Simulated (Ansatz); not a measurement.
Rb₂HgF₄:
```
Rb2HgF4
1.0
   -2.24637     2.24637     6.65491
    2.24637    -2.24637     6.65491
    2.24637     2.24637    -6.65491
Rb Hg F
2 1 4
Direct
  0.36070   0.36070   0.00000
  0.63930   0.63930   0.00000
  0.00000   0.00000   0.00000
  0.16573   0.16573   0.00000
  0.83427   0.83427   0.00000
  0.00000   0.50000   0.50000
  0.50000   0.00000   0.50000
```

Relaxed with LDA.

Problem. Give the optical modes at the zone centre with their infrared activity from DFPT, LDA in the plane-wave PAW code Ansatz.

Solution. Transverse frequencies, without the LO–TO term; a row sums one degenerate level.

| ω (cm⁻¹) | degeneracy | IR ((D/Å)²/amu) | activity | symmetry |
|---|---|---|---|---|
| 50i | 2 | 3.38 | IR | Eu |
| 22i | 2 | 0.00 | IR-inactive | Eg |
| 74 | 2 | 0.00 | IR-inactive | Eg |
| 78 | 2 | 0.96 | IR | Eu |
| 86 | 1 | 0.00 | IR-inactive | B2u |
| 99 | 2 | 5.48 | IR | Eu |
| 111 | 1 | 0.56 | IR | A2u |
| 124 | 1 | 0.00 | IR-inactive | A1g |
| 140 | 1 | 2.28 | IR | A2u |
| 355 | 1 | 0.00 | IR-inactive | A1g |
| 363 | 1 | 7.03 | IR | A2u |
| 410 | 2 | 9.84 | IR | Eu |

Problem. How high does the top mode go among those that the LO–TO term moves?

Solution. 449 cm⁻¹ for q along x, 449 cm⁻¹ for q along y, 426 cm⁻¹ for q along z.

Space group I4/mmm. The workflow started from a Materials Project entry (that database holds measured and hypothetical structures alike); the Crystallography Open Database copy checked does not list it. Whether it is the stable phase at ambient conditions was not checked. Symmetry was held in the LDA relaxation; of distortions, only those at the zone centre were tested, and some modes there are weakly imaginary. Spin–orbit coupling is left out wherever it is not named.

Potentials: the later of the program's two PAW sets.
